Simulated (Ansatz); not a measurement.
## Collinear states of TiCl₂

These are results of DFT PBEsol+U, scalar-relativistic, plane waves, PAW (Ansatz 0.2.0), not measurements.

```yaml
crystal:
  lattice:
    - [0.00000, 3.05852, 3.05852]
    - [3.05852, 0.00000, 3.05852]
    - [3.05852, 3.05852, 0.00000]
  atoms:
    - { symbol: Ti, position: [0.00000, 0.00000, 0.00000] }
    - { symbol: Cl, position: [0.25000, 0.25000, 0.25000] }
    - { symbol: Cl, position: [0.75000, 0.75000, 0.75000] }
```

The plane-wave cutoff is 420 eV, the Γ-centred k-mesh is 8×8×8 and the occupation rule is Gaussian smearing, 0.05 eV. The U_eff on Löwdin-orthogonalised atomic d orbitals is Ti 4 eV and the list of starting moments (μB, in atom order) is 1 0 0. The check for lower electronic states after the SCF is on.

All runs keep this geometry, which isn't relaxed for the lowest state (largest force there 0.000 eV/Å, pressure 6.1 GPa) and needn't be a stable compound; relaxing each order would shift the differences by some 14 meV/atom, going by the pressures and a bulk modulus of about 150 GPa. A propagation vector, in units of the reciprocal vectors, doubles the cell, which takes an equally dense mesh. Site moments are spin moments in atom-centred spheres that scale with the neighbour distance. The states are those that the runs reached from these starts; a lower one can exist.

Q: Starts tried: no spin; ferromagnetic; antiferromagnetic, doubled cell, propagation vector (0, 0, 1/2). Which state comes out lowest, and what are the moments?

A: The lowest state is ferromagnetic, reached from the start “ferromagnetic”, with site moments (μB) Ti +1.61.

```tsv
start	ends	energy above lowest (meV/atom)	site moments (μB)	gap on mesh (eV)	P (GPa)
no spin	non-magnetic	866	none over 0.05	metal	1.9
ferromagnetic	ferromagnetic	0.00	Ti +1.61	3.96	6.1
antiferromagnetic, doubled cell, propagation vector (0, 0, 1/2)	antiferromagnetic	4.44	Ti +1.59, Ti -1.59	4.12	6.2
```

Cost: 3 runs of about 0.83 core-minutes in all, on Arm Neoverse V2 (shared hosts).